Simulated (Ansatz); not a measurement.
Method: DFT PBE, scalar-relativistic, plane waves, PAW (Ansatz). All cells share a 420 eV cutoff and Γ-centred k meshes spaced at most about 0.3 Å⁻¹ (about 0.25 or finer for metals, 2π included). No spin polarisation in the final relaxations.

All energies are static (0 K, no zero-point motion).

Two relaxed structures of Ta5Si:

A.

```yaml
crystal:
  lattice:
    - [0.00000, 3.82187, 3.82187]
    - [3.82187, 0.00000, 3.82187]
    - [3.82187, 3.82187, 0.00000]
  atoms:
    - { symbol: Ta, position: [0.62634, 0.12455, 0.12455] }
    - { symbol: Ta, position: [0.12455, 0.62634, 0.12455] }
    - { symbol: Ta, position: [0.12455, 0.12455, 0.62634] }
    - { symbol: Ta, position: [0.12455, 0.12455, 0.12455] }
    - { symbol: Ta, position: [0.75000, 0.75000, 0.75000] }
    - { symbol: Si, position: [0.50000, 0.50000, 0.50000] }
```

B.

```yaml
crystal:
  lattice:
    - [4.75290, 0.00000, 0.00000]
    - [-2.37645, 4.11613, 0.00000]
    - [0.00000, 0.00000, 5.43253]
  atoms:
    - { symbol: Ta, position: [0.33333, 0.66667, 0.25645] }
    - { symbol: Ta, position: [0.33333, 0.66667, 0.74355] }
    - { symbol: Ta, position: [0.66667, 0.33333, 0.74355] }
    - { symbol: Ta, position: [0.66667, 0.33333, 0.25645] }
    - { symbol: Ta, position: [0.00000, 0.00000, 0.50000] }
    - { symbol: Si, position: [0.00000, 0.00000, 0.00000] }
```

Question: Which is lower in energy, and by how much?

Answer: B is lower, by 0.31 eV/atom. A has space group F-43m (No. 216), 18.6 Å³/atom and no gap on its mesh; B has space group P6/mmm (No. 191), 17.7 Å³/atom and no gap. Counting Ta atoms around Si (those within 1.25 times the shortest such distance or 1.15 times the sum of covalent radii, 1.27 where that leaves under three; a plus sign parts nearer from farther groups), A has Si 16 and B has Si 2+12. The denser one is the lower, and pressure would at first widen the difference. Even the lower one lies +0.14 eV/atom against the reference forms of the elements (uncorrected), so neither is stable at this level. In A, Ta on a site of symmetry 3m is surrounded by 6 Ta at 2.69–2.71 Å, 3 Ta at 3.17 Å and 3 Si at 3.17 Å; Ta on a site of symmetry -43m has 12 Ta at 3.17 Å and 4 Si at 3.31 Å; Si has 16 Ta at 3.17–3.31 Å. In B, Ta on a site of symmetry 3m has 5 Ta at 2.65–2.79 Å, 3 Ta at 3.05 Å and 3 Si at 3.08 Å; Ta on a site of symmetry 6/mmm is surrounded by 2 Si at 2.72 Å and 12 Ta at 3.05 Å; Si has 2 Ta at 2.72 Å and 12 Ta at 3.08 Å. Both come from invented guesses.

Spin–orbit coupling, which can matter for Ta, is left out. A magnetic state wasn't ruled out in cells without spin, among them F-43m, P6/mmm. Cells relaxed within their symmetry can be saddle points.
